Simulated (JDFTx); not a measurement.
```yaml
surface: Ta(110)
bulk: Ta, Im-3m, lattice of mp-50 (not re-optimised)
slab: 4 atoms in 4 planes, 1x1, 6.9 Å between the outermost planes
in-plane cell: 2.866 × 2.866 Å, 7.75 Å²
cell_height: 23.0 Å
sampling: 8×8×1 k mesh, Fermi smearing 0.01 Ha, no spin polarisation
```

Method: PBE, GBRV ultrasoft potentials, plane waves to 20/100 Ha, in JDFTx (a modified build). Liquid on both sides: CANDLE, water, 0.5 M NaF; nuclei fixed, outer atoms relaxed in vacuum. Potentials refer to SHE, placed 4.44 V below the bulk liquid's zero by convention. The surface is an ideal bare cut with both faces alike: no reconstruction, overlayer or explicit solvent molecules. On the negative side CANDLE's cavity feels the periodic box, so those points shift with the cell height. Convergence in thickness and k mesh wasn't tested for this slab.

```json
[
 {"U (V vs SHE)": "-0.85", "μ (eV)": "-3.59", "excess electrons per cell": "0.297", "σ (μC/cm², per face)": "-30.7", "run": "fixed potential"},
 {"U (V vs SHE)": "-0.30", "μ (eV)": "-4.14", "excess electrons per cell": "0.039", "σ (μC/cm², per face)": "-4.1", "run": "fixed potential"},
 {"U (V vs SHE)": "-0.16", "μ (eV)": "-4.28", "excess electrons per cell": "0.000", "σ (μC/cm², per face)": "0.0", "run": "neutral"},
 {"U (V vs SHE)": "0.15", "μ (eV)": "-4.59", "excess electrons per cell": "___", "σ (μC/cm², per face)": "___", "run": "fixed potential"},
 {"U (V vs SHE)": "0.23", "μ (eV)": "-4.67", "excess electrons per cell": "-0.077", "σ (μC/cm², per face)": "8.0", "run": "fixed charge"},
 {"U (V vs SHE)": "0.35", "μ (eV)": "-4.79", "excess electrons per cell": "___", "σ (μC/cm², per face)": "___", "run": "fixed potential"},
 {"U (V vs SHE)": "0.75", "μ (eV)": "-5.19", "excess electrons per cell": "-0.235", "σ (μC/cm², per face)": "24.3", "run": "fixed potential"}
]
```

Question: Fill in the missing entries, row by row.

Answer: 
- 0.15, excess electrons per cell: -0.060
- 0.15, σ (μC/cm², per face): 6.2
- 0.35, excess electrons per cell: -0.107
- 0.35, σ (μC/cm², per face): 11.1
